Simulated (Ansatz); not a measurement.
## Zone-centre phonons of Li2Pd at 5 GPa: input and output

Theory: DFT LDA, scalar-relativistic, plane waves, PAW in Ansatz.

Launched with:
```bash
ansatz run input.yaml --threads 1 --pin off --max-ram 3072MiB --backend cpu --events-out ev --progress --plain --runs-dir out
```

Input (bare energies are in eV):
```yaml
crystal:
  lattice:
    - [3.9986044404, 0.0, 0.0]
    - [-1.9993022202, 3.4628930251, 0.0]
    - [0.0, 0.0, 2.5985449681]
  atoms:
    - { symbol: Li, position: [0.3333333333, 0.6666666667, 0.5] }
    - { symbol: Li, position: [0.6666666667, 0.3333333333, 0.5] }
    - { symbol: Pd, position: [0.0, 0.0, 0.0] }
basis:
  ecutwfc: 420
kpoints:
  mp_grid: { grid: [12, 12, 16] }
hamiltonian:
  xc: lda
scf:
  occupations: { method: fermi_dirac, width: 0.15 }
output:
  eigenvalues: true
phonons:
  method: dfpt
  eigenvectors: true
```

Results section of the output:
```
--- Phonons (Γ-DFPT): 4 representative perturbations + reference, on 387 of 2304 k-points (Σ response iterations 14) ---
  k mesh reduced under 4 symmetry operations, with k and −k counted as one. Each operation leaves every solved displacement unchanged or reverses it
  ASR residual: 4.493e-4 → 0.000e0 eV/Å²; symmetrization residual: 3.916e-7 eV/Å²
  ASR residual per site (eV/Å²): 1.03e-5 1.03e-5 4.49e-4
  Γ frequencies (cm⁻¹): -84.16 0.00 0.00 0.00 234.37 297.66 297.66 535.09 535.09
  non-analytic LO–TO correction: not included (Born effective charges unavailable; polar crystals: no LO–TO splitting at Γ)
```

The run took 110 s on 1 thread of Arm Neoverse V1, with other jobs on the host, peak memory 0.88 GiB.

In a metal, frequencies and elastic constants depend on the k mesh and the smearing, soft modes and shear constants most. Other phases may be more stable at this pressure.

Negative frequencies stand for imaginary ones: the cell is unstable against these modes.